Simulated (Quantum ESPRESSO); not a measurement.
pw.x input (Quantum ESPRESSO 7.5; PBEsol, PseudoDojo standard norm-conserving files, scalar-relativistic):

```
&CONTROL
  calculation = 'scf'
  pseudo_dir = './pseudo'
  outdir = './out'
  tprnfor = .true.
  tstress = .true.
/
&SYSTEM
  ibrav = 0
  nat = 9
  ntyp = 3
  ecutwfc = 98.0
  ecutrho = 392.0
  occupations = 'smearing'
  smearing = 'fd'
  degauss = 0.002
  nbnd = 46
/
&ELECTRONS
  conv_thr = 9e-10
/
ATOMIC_SPECIES
F 18.9984 F.upf
K 39.0983 K.upf
Ni 58.6934 Ni.upf
CELL_PARAMETERS angstrom
  0.000000000000   4.001295000000   4.001295000000
  4.001295000000   0.000000000000   4.001295000000
  4.001295000000   4.001295000000   0.000000000000
ATOMIC_POSITIONS crystal
F   0.777180000000   0.222820000000   0.777180000000
F   0.222820000000   0.777180000000   0.222820000000
F   0.777180000000   0.222820000000   0.222820000000
F   0.222820000000   0.777180000000   0.777180000000
F   0.777180000000   0.777180000000   0.222820000000
F   0.222820000000   0.222820000000   0.777180000000
K   0.250000000000   0.250000000000   0.250000000000
K   0.750000000000   0.750000000000   0.750000000000
Ni   0.000000000000   0.000000000000   0.000000000000
K_POINTS automatic
6 6 6 0 0 0
```

End of the output:

```
     total energy              =    -750.43881543 Ry
     estimated scf accuracy    <       0.00000527 Ry
     total energy              =    -750.43881701 Ry
     estimated scf accuracy    <       0.00000021 Ry
     total energy              =    -750.43881707 Ry
     estimated scf accuracy    <       0.00000005 Ry
[...]
     the Fermi energy is     3.0816 ev
!    total energy              =    -750.43881708 Ry
     estimated scf accuracy    <          8.9E-10 Ry
     smearing contrib. (-TS)   =      -0.00000000 Ry
     internal energy E=F+TS    =    -750.43881708 Ry
     The total energy is F=E-TS. E is the sum of the following terms:
     one-electron contribution =    -560.24340064 Ry
     hartree contribution      =     314.67800989 Ry
     xc contribution           =    -132.58615510 Ry
     ewald contribution        =    -372.28727123 Ry
     convergence has been achieved in  10 iterations
     Forces acting on atoms (cartesian axes, Ry/au):
     atom    1 type  1   force =     0.00000000    0.00163408    0.00000000
     atom    2 type  1   force =    -0.00000000   -0.00163408    0.00000000
     atom    3 type  1   force =    -0.00163408   -0.00000000    0.00000000
     atom    4 type  1   force =     0.00163408    0.00000000   -0.00000000
     atom    5 type  1   force =     0.00000000    0.00000000    0.00163408
     atom    6 type  1   force =     0.00000000    0.00000000   -0.00163408
     atom    7 type  2   force =     0.00000000   -0.00000000   -0.00000000
     atom    8 type  2   force =     0.00000000    0.00000000    0.00000000
     atom    9 type  3   force =     0.00000000   -0.00000000    0.00000000
     Total force =     0.004003     Total SCF correction =     0.000053
     Computing stress (Cartesian axis) and pressure
          total   stress  (Ry/bohr**3)                   (kbar)     P=        4.89
   0.00003322  -0.00000000  -0.00000000            4.89       -0.00       -0.00
  -0.00000000   0.00003322  -0.00000000           -0.00        4.89       -0.00
  -0.00000000  -0.00000000   0.00003322           -0.00       -0.00        4.89
```
In a gapped system the printed Fermi energy is only some level inside the gap.

Geometry of the Materials Project entry, not relaxed at this level.

The runs are not spin-polarised; magnetic order was not tried.
